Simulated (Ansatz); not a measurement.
**Course of a relaxation: Ge2BiP3**

A trial structure of Ge2BiP3 was built thus: ordered mixture on the cation sites of caesium chloride (P-3m1, No. 164) (occupants of the shared sites, in ratio, Bi: 1, Ge: 2). Its size is a rough estimate.

```
Ge Bi P
1.0
     4.64423    0.00000    0.00000
    -2.32211    4.02202    0.00000
     0.00000    0.00000    5.68799
Ge Bi P
2 1 3
Cartesian
  2.3221 1.3407 1.8960
  0.0000 2.6813 3.7920
  0.0000 0.0000 0.0000
  2.3221 1.3407 4.7400
  0.0000 2.6813 0.9480
  0.0000 0.0000 2.8440
```

Level of theory: DFT PBE, scalar-relativistic, plane waves, PAW (Ansatz 0.2.0). Cutoff 420 eV, Gaussian smearing, Γ-centred meshes. Cell and atoms relax first on a coarse mesh and then on a finer one. In between, the cell is made exact in the group found at 0.06 Å. In metals the finer mesh still leaves noise of several meV/atom or more. The steps can't lower the symmetry of their start. No spin polarisation.

Steps on the 6×6×4 mesh (6 atoms, 8 steps). The free energy counts from the last step; the plane-wave basis is renewed at times, which shifts energy and pressure.

```tsv
step	ΔF (meV/atom)	V (Å³/atom)	P (GPa)	largest force component (eV/Å)
1	140.2	17.71	7.23	0.709
2	71.5	20.22	-3.34	0.601
3	34.2	20.12	-2.19	0.233
4	19.8	19.53	1.12	0.573
5	6.9	19.52	0.76	0.333
6	2.8	19.59	-0.39	0.053
7	2.4	19.50	0.00	0.022
8	0.0	19.50	0.21	0.024
```

The relaxed structure, after a last relaxation on the converged mesh:

```cif
data_structure
_symmetry_space_group_name_H-M 'P-3m1'
_symmetry_Int_Tables_number 164
_cell_length_a 4.6634
_cell_length_b 4.6634
_cell_length_c 6.2461
_cell_angle_alpha 90.000
_cell_angle_beta 90.000
_cell_angle_gamma 120.000
_cell_volume 117.64
loop_
_atom_site_label
_atom_site_type_symbol
_atom_site_symmetry_multiplicity
_atom_site_Wyckoff_symbol
_atom_site_fract_x
_atom_site_fract_y
_atom_site_fract_z
_atom_site_occupancy
Ge1 Ge 2 d 0.66667 0.33333 0.36671 1
Bi1 Bi 1 a 0.00000 0.00000 0.00000 1
P1 P 2 d 0.66667 0.33333 0.77501 1
P2 P 1 b 0.00000 0.00000 0.50000 1
```

The symmetry stays P-3m1 (No. 164). The volume per atom grows by 10.7 %, from 17.7 to 19.6 Å³. The shortest distance goes from 2.84 Å (Bi–P and Ge–P) to 2.55 Å (Ge–P). The energy falls by about 0.13 eV/atom (the start's value is from the coarse mesh). Ge is surrounded by 1 P at 2.55 Å, 6 P at 2.82–2.83 Å, 3 Ge at 3.17 Å and 3 Bi at 3.53 Å; Bi is surrounded by 8 P at 3.04–3.12 Å and 6 Ge at 3.53 Å; P on a site of symmetry 3m has 1 Ge at 2.55 Å, 3 Ge at 2.83 Å, 3 Bi at 3.04 Å and 3 P at 3.19 Å; 1 more site not described.

```json
{
 "Volume per atom": "19.61 Å³",
 "Density": "6.31 g/cm³",
 "Energy over the elements": "+0.44 eV/atom",
 "Gap on the 12×12×6 mesh of the 6-atom cell": "0 eV (a metal)"
}
```

Energies over the elements count from the elements' standard structures at the same level, with no fitted energy shifts. The references include black phosphorus.

The last run used Gaussian smearing of 0.10 eV. These runs have no spin–orbit coupling, which can matter for Bi. The reference form of P is held partly by dispersion forces, which this level lacks. A structure relaxed within its symmetry needn't be a true minimum. In all, the 3 runs took 3.9 min on 1 thread of Intel(R) Xeon(R) Processor @ 2.70GHz, on a shared host.
